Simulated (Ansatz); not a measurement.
Trial structure of Ba2ZrO3, not yet relaxed:

```xyz
6
Lattice="3.3403 0.0000 0.0000 0.0000 3.3403 0.0000 0.0000 0.0000 10.1133" Properties=species:S:1:pos:R:3 pbc="T T T"
Ba    1.6702    1.6702    3.2850
Ba    1.6702    1.6702    6.8282
Zr    1.6702    1.6702    0.0000
O     0.0000    0.0000    8.4857
O     0.0000    0.0000    1.6275
O     0.0000    0.0000    5.0566
```

These are results of DFT PBE, scalar-relativistic, plane waves, PAW (Ansatz), not measurements. Cutoff 420 eV; k points 6×6×2 on the computed 6-atom cell (Γ-centred); Gaussian smearing, width 0.10 eV; no spin polarisation.

The zero of energy is the elements' standard structures at the same level (O₂ as a molecule); no fitted shifts are applied.

Q: What does a single point on this coarse mesh give?

A: The pressure is -11.9 GPa (the mean over three directions, positive in compression), the largest force is 1.13 eV/Å, and the energy is −1.69 eV/atom against the elements. The shortest distance is 2.87 Å.

Q: How much does it gain on relaxing, and where does it end?

A: Relaxing gains about 0.23 eV/atom (the start's value is from the coarse mesh, so the gain is rough) in 12 ionic steps and ends at −1.92 eV/atom on the finer mesh. The symmetry stays P4/mmm (No. 123). The volume per atom shrinks by 17.1 %, from 18.8 to 15.6 Å³. The shortest distance goes from 2.87 Å (Zr–O) to 2.55 Å (Zr–O). Conventional cell: a = 3.110 Å, c = 9.672 Å. Ba has 4 O at 2.74 Å, 4 O at 2.92 Å, 5 Ba at 3.11–3.26 Å and 1 Zr at 3.21 Å; around Zr lie 8 O at 2.55 Å, 4 Zr at 3.11 Å and 2 Ba at 3.21 Å; O on a site of symmetry 4mm has 4 Zr at 2.55 Å, 1 O at 2.57 Å, 4 Ba at 2.92 Å, 4 O at 3.11 Å and 1 O at 3.55 Å; 1 more site not described.

The last run used a 12×12×4 mesh (in the run's order of axes) for its 6-atom cell and Gaussian smearing of 0.10 eV. The cell is a metal run without spin; a magnetic state may lie lower. The relaxation can't lower the symmetry of the start. A structure relaxed within its symmetry needn't be a true minimum.
